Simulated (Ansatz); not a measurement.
The start is a relaxed Zr2Ge cell, doubled along one cell vector, shaken by Gaussian noise of σ = 0.08 Å a coordinate. The structure is fully relaxed (lattice and positions, P = 0) with r2SCAN (plane waves to 500 eV, PAW, scalar-relativistic; Ansatz, a first-principles code). The first steps use a coarse 6×3×6 k-mesh.

The start:
```
Zr2Ge
1.0
    0.00000     3.21728     3.21728
    6.43456     0.00000     6.43456
    3.21728     3.21728     0.00000
Zr Ge
4 2
Direct
  0.29462   0.10505   0.24247
  0.28897   0.62072   0.21461
  0.74001   0.36575   0.76592
  0.74644   0.87496   0.71845
  0.00830   0.01543   0.97311
  0.02453   0.49130   0.98150
```

Problem. Which atoms feel the largest initial force, and how large is it?

Solution. About 1.9 eV/Å, on Zr3 (atoms numbered as listed).

Problem. How much energy is released per atom?

Solution. 0.09 eV/atom.

Problem. Is the parent structure recovered?

Solution. It relaxes back to the parent, Fm-3m (No. 225).

Problem. How do the shortest distances between atoms change?

Solution. The closest pairs of elements (up to four, under 3.6 Å), start → end: Ge–Zr 2.61 → 2.79 Å; Zr–Zr 2.99 → 3.22 Å.

It ends as:

```cif
data_Ge4Zr8
_chemical_formula_sum 'Zr8 Ge4'
_space_group_name_H-M_alt 'Fm-3m'
_space_group_IT_number 225
_space_group_name_Hall '-F 4 2 3'
_cell_length_a 6.43458
_cell_length_b 6.43458
_cell_length_c 6.43458
_cell_angle_alpha 90.000
_cell_angle_beta 90.000
_cell_angle_gamma 90.000
loop_
_atom_site_label
_atom_site_type_symbol
_atom_site_symmetry_multiplicity
_atom_site_Wyckoff_symbol
_atom_site_fract_x
_atom_site_fract_y
_atom_site_fract_z
_atom_site_occupancy
Zr1 Zr 8 c 0.25000 0.25000 0.25000 1
Ge1 Ge 4 b 0.50000 0.50000 0.50000 1
```
(The calculation used a cell of 3 atoms; values per cell refer to that cell.)

Final values are on a 13×13×13 k-mesh of the relaxed cell. No spin polarisation in the result.

The relaxed structure here is a generated cell of Zr2Ge: the first start was made by placing the elements on the sites of a structure type, and the end was not matched to a known phase here, so it may be hypothetical.
